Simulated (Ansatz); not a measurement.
An element in the fcc structure gives these cold pressures by all-electron LAPW under PBE (Ansatz 0.2.0, scalar-relativistic, no spin polarisation).

```csv
V (Å³/atom),P (GPa)
10.83,-0.02
9.96,20.7
9.10,53.9
8.23,107.8
7.37,197.3
6.50,350.5
5.63,624.4
4.87,1059
```

Question: Which element is it?

Answer: Ni. Its zero-pressure volume in this structure is near 10.8 Å³/atom; the volume and the steepness of P(V) together point to it, though neighbours can come close. Other candidates weren't computed, and some may come near.
